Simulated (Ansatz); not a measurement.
BN (h-BN type, space group P6_3/mmc): scan of one atom of the cell

Starting cell, BN (h-BN type, space group P6_3/mmc):

```yaml
crystal:
  lattice:
    - [2.50643, 0.00000, 0.00000]
    - [-1.25322, 2.17063, 0.00000]
    - [0.00000, 0.00000, 6.61383]
  atoms:
    - { symbol: B, position: [0.33333, 0.66667, 0.25000] }
    - { symbol: B, position: [0.66667, 0.33333, 0.75000] }
    - { symbol: N, position: [0.33333, 0.66667, 0.75000] }
    - { symbol: N, position: [0.66667, 0.33333, 0.25000] }
```

In this cell atom 1 (B, nearest neighbour N at 1.447 Å; its periodic images, 2.5 Å or more away, move with it) is moved by s along Cartesian z, unit vector (0.000, 0.000, 1.000); all other atoms and the cell stay fixed.

These are PBE-D3(BJ) (plane waves to 420 eV, PAW, scalar-relativistic; Ansatz, an electronic-structure program) values and carry that method's errors. k mesh 12×12×4 (Γ-centred), Fermi-Dirac smearing 0.05 eV. Energies are smeared free energies. Compression counts positive. F∥ is the force on the atom along that direction. BN was relaxed with its symmetry unable to fall. The zero of ΔE is the undisplaced structure.

| s (Å) | ΔE (meV/cell) | F∥ (eV/Å) | P (GPa) |
|---|---|---|---|
| -0.290 | 566 | 3.937 | -2.53 |
| -0.232 | 361 | 3.131 | -1.68 |
| -0.174 | 203 | 2.337 | -0.97 |
| -0.116 | 90 | 1.552 | -0.44 |
| -0.058 | 22 | 0.774 | -0.12 |
| 0.000 | 0 | 0.000 | 0.00 |
| 0.058 | 22 | -0.774 | -0.12 |
| 0.116 | 90 | -1.552 | -0.44 |
| 0.174 | 203 | -2.337 | -0.97 |
| 0.232 | 361 | -3.131 | -1.68 |
| 0.290 | 566 | -3.937 | -2.53 |

Key numbers:

- Energy at s = 0.290 Å: 566 meV/cell
- Force along the line at s = -0.290 Å: 3.94 eV/Å
- Symmetry of the curve: even: the same for both signs
- Shape of the curve: a single well with its minimum at or next to zero displacement
- Force constant k = d²E/ds² at s = 0 (finite differences): 13.3 eV/Å²
- Harmonic estimate at the end of the scan: ½ks² = 561 meV/cell against the computed 566 meV/cell, so the well is close to harmonic there

(A displaced cell: forces are minus the slopes of the energy, force constants its curvatures, and phonons follow from these.)
